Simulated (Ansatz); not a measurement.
**Data sheet: Ni3Sn (DFT)**

Ni3Sn:
```xyz
8
Lattice="5.2307 0.0000 0.0000 -2.6154 4.5299 0.0000 0.0000 0.0000 4.1932" Properties=species:S:1:pos:R:3 pbc="T T T"
Sn     0.0000     3.0200     1.0483
Sn     2.6154     1.5100     3.1449
Ni     2.6154     3.0840     1.0483
Ni    -1.3631     3.8070     3.1449
Ni     1.2522     0.7230     1.0483
Ni     0.0000     1.4460     3.1449
Ni     3.9785     0.7230     1.0483
Ni     1.3631     3.8070     3.1449
```

Space group P6_3/mmc (No. 194); conventional cell a = 5.2307 Å, b = 5.2307 Å, c = 4.1932 Å, α = 90.00°, β = 90.00°, γ = 120.00°.

Method: the program Ansatz at the PBEsol level (PAW). The cell and atoms are relaxed at this level. Other levels are named where they apply.

**Cell and energy**

| Quantity | Result |
|---|---|
| Volume per atom | 12.42 Å³ |
| Density | 9.85 g/cm³ |
| Formation energy from the elements (no fitted shifts) | -0.22 eV/atom |

**Electronic structure**

| Property | Value |
|---|---|
| Electronic character | metallic (no gap) |
| Density of states at the Fermi level | 0.54 states/eV per atom (mean over ±0.08 eV) |
| Gap with spin–orbit coupling | none (metallic) |

**Magnetism**

| Quantity | Value |
|---|---|
| Magnetic order | non-magnetic (starting moments vanished) |

**Mechanics**

| Item | Result |
|---|---|
| Bulk modulus (Birch–Murnaghan fit) | 189 GPa |
| Pressure derivative B′ | 4.9 |
| Elastic constants (relaxed ions, GPa) | C11 = 298, C12 = 135, C13 = 128, C33 = 330, C44 = 61.2 |
| Mechanical stability | stable (all eigenvalues of C positive) |
| Hill bulk and shear moduli | 190 and 75.2 GPa |
| Young's modulus | 199 GPa |
| Poisson's ratio | 0.32 |
| Debye temperature from the elastic constants | 398 K |

The workflow started from an entry of the Crystallography Open Database (COD), which files this formula under 3 space groups. Its standing as an ambient phase is unchecked. The cell was relaxed with PBEsol under the symmetry of its start; its stability against distortions is not shown here. The workflow began spin-polarised and lost its moments. As this level gives no gap, shear constants depend on the k-mesh and smearing (Fermi–Dirac, 0.1 eV here). Axis ratios of metals converge slowly with the k-mesh, so a and c are less sure than the volume. The references are the lowest solids computed at this level, not always the standard phases. Spin–orbit coupling is left out wherever it is not named.

Potentials: the later of the program's two PAW sets.
